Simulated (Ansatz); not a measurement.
WS2 under strain

Level of theory: Ansatz, DFT r2SCAN, scalar-relativistic, plane waves, PAW. Run with 500 eV cutoff, 12×12×2 k-mesh, Gaussian smearing of 0.02 eV, no spin polarisation.

Reference structure (relaxed):

```yaml
crystal:
  lattice:
    - [3.18162, 0.00000, 0.00000]
    - [-1.59081, 2.75536, 0.00000]
    - [0.00000, 0.00000, 13.06738]
  atoms:
    - { symbol: W, position: [0.33333, 0.66667, 0.25000] }
    - { symbol: W, position: [0.66667, 0.33333, 0.75000] }
    - { symbol: S, position: [0.33333, 0.66667, 0.63066] }
    - { symbol: S, position: [0.66667, 0.33333, 0.13066] }
    - { symbol: S, position: [0.33333, 0.66667, 0.86934] }
    - { symbol: S, position: [0.66667, 0.33333, 0.36934] }
```

Deformation: c alone is stretched, the rest of the cell is held and the atoms relax, all within the symmetry that the strain leaves. Energies are extrapolated to zero smearing. Gaps are generalised Kohn–Sham gaps over the whole zone.

Spin-orbit coupling is left out, which matters for the bands and energies of heavy elements.

(1) Give the structure at -4.0 %.

Answers

(1)
```yaml
crystal:
  lattice:
    - [3.18162, 0.00000, 0.00000]
    - [-1.59081, 2.75536, 0.00000]
    - [0.00000, 0.00000, 12.54469]
  atoms:
    - { symbol: W, position: [0.33333, 0.66667, 0.25000] }
    - { symbol: W, position: [0.66667, 0.33333, 0.75000] }
    - { symbol: S, position: [0.33333, 0.66667, 0.62592] }
    - { symbol: S, position: [0.66667, 0.33333, 0.12592] }
    - { symbol: S, position: [0.33333, 0.66667, 0.87408] }
    - { symbol: S, position: [0.66667, 0.33333, 0.37408] }
```
Space group P6_3/mmc (194), 2.6 meV/atom over the relaxed crystal.